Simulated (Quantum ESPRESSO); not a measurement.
## Band energies of Cs2NaScF6

```
Cs2NaScF6
1.0
    0.00000     4.49645     4.49645
    4.49645     0.00000     4.49645
    4.49645     4.49645     0.00000
F Na Sc Cs
6 1 1 2
Cartesian
  2.05542   4.49645   4.49645
  6.93748   4.49645   4.49645
  4.49645   2.05542   4.49645
  4.49645   6.93748   4.49645
  4.49645   4.49645   2.05542
  4.49645   4.49645   6.93748
  4.49645   4.49645   4.49645
  0.00000   0.00000   0.00000
  6.74468   6.74468   6.74468
  2.24823   2.24823   2.24823
```

norm-conserving LDA (Quantum ESPRESSO, 88 Ry, no spin-orbit coupling); path ΓXWKΓLUWLK,UX; energies in eV from the valence-band maximum.

```
k (1/Å)  point  band 36  band 37  band 38  band 39  band 40  band 41  band 42  band 43
-------  -----  -------  -------  -------  -------  -------  -------  -------  -------
0.00         Γ    -0.09    -0.09     0.00     0.00     0.00     6.79     6.79     6.79
0.47              -0.19    -0.19    -0.13    -0.13    -0.01     6.82     6.88     6.88
0.70         X    -0.20    -0.20    -0.20    -0.20    -0.01     6.83     6.92     6.92
0.70         W    -0.38    -0.27    -0.23    -0.08    -0.08     6.87     6.87     6.92
0.95         K    -0.34    -0.22    -0.17    -0.17    -0.03     6.85     6.90     6.90
1.13              -0.35    -0.24    -0.12    -0.12    -0.04     6.85     6.87     6.88
1.50              -0.13    -0.12    -0.01    -0.01    -0.01     6.80     6.80     6.80
1.69         Γ    -0.09    -0.09     0.00     0.00     0.00     6.79     6.79     6.79
1.89              -0.13    -0.13    -0.02    -0.01    -0.01     6.80     6.80     6.80
2.29         L    -0.16    -0.16    -0.11    -0.09    -0.09     6.84     6.84     6.87
2.72         U    -0.34    -0.22    -0.17    -0.17    -0.03     6.85     6.90     6.90
2.72         W    -0.38    -0.27    -0.23    -0.08    -0.08     6.87     6.87     6.92
2.84              -0.36    -0.25    -0.21    -0.08    -0.07     6.87     6.87     6.91
3.09              -0.20    -0.19    -0.11    -0.08    -0.08     6.85     6.85     6.87
3.21         L    -0.16    -0.16    -0.11    -0.09    -0.09     6.84     6.84     6.87
3.32              -0.19    -0.18    -0.11    -0.09    -0.08     6.84     6.85     6.87
3.53              -0.36    -0.22    -0.15    -0.14    -0.04     6.85     6.89     6.89
3.64         K    -0.34    -0.22    -0.17    -0.17    -0.03     6.85     6.90     6.90
3.64         U    -0.34    -0.22    -0.17    -0.17    -0.03     6.85     6.90     6.90
3.89         X    -0.20    -0.20    -0.20    -0.20    -0.01     6.83     6.92     6.92
```

The LDA gap is direct, 6.79 eV at Γ. Another valence extremum on the path lies within 0.02 eV, too close to call.

Geometry of the Materials Project entry, not relaxed at this level.

The structure is a Materials Project entry; no match was found in the copy of COD used, and its stability was not checked.
